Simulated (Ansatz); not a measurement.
This Cd₂InGaO₄ structure is the end of a relaxation. The cell was found from a structure generator's guess, not taken from experiment.

Method: Ansatz, DFT PBE, scalar-relativistic, plane waves, PAW. Cutoff 420 eV, Γ-centred mesh, Gaussian smearing, no spin polarisation.

```yaml
crystal:
  lattice:
    - [4.19300, 0.00000, 0.00000]
    - [0.00000, 4.19300, 0.00000]
    - [0.00000, 0.00000, 6.36410]
  atoms:
    - { symbol: Cd, position: [0.50000, 0.50000, 0.25789] }
    - { symbol: Cd, position: [0.50000, 0.50000, 0.74211] }
    - { symbol: In, position: [0.00000, 0.00000, 0.00000] }
    - { symbol: Ga, position: [0.00000, 0.00000, 0.50000] }
    - { symbol: O, position: [0.50000, 0.00000, 0.00000] }
    - { symbol: O, position: [0.00000, 0.50000, 0.00000] }
    - { symbol: O, position: [0.50000, 0.00000, 0.50000] }
    - { symbol: O, position: [0.00000, 0.50000, 0.50000] }
```

Formation energies are uncorrected and refer to the elements' standard structures at the same level (O₂ as a molecule).

Q: What space group does it have?

A: P4/mmm (No. 123). Conventional cell: a = 4.193 Å, c = 6.364 Å. Cd is surrounded by 8 O at 2.60–2.66 Å; In is surrounded by 4 O at 2.10 Å; Ga has 4 O at 2.10 Å; O on its first site is surrounded by 2 In at 2.10 Å and 4 Cd at 2.66 Å; 1 more site not described.

Q: How far does it lie from the elements in energy?

A: −0.75 eV/atom. A negative formation energy is needed for stability but isn't enough: competing phases decide.

Q: Is it a metal?

A: Yes, bands cross the Fermi level on the 10×10×6 mesh.

Q: From what recipe could a structure generator have reached it?

A: One such recipe: perovskite family, infinite layers (P4/mmm, No. 123). Other recipes can lead to the same cell.

The last run used a 10×10×6 mesh (in the run's order of axes) for its 8-atom cell and Gaussian smearing of 0.10 eV. The cell is a metal run without spin, though a test with spin on the coarse mesh kept 0.3 μB a cell, so a magnetic state probably lies lower. Symmetry constrained the relaxation, so the result can be a saddle point.
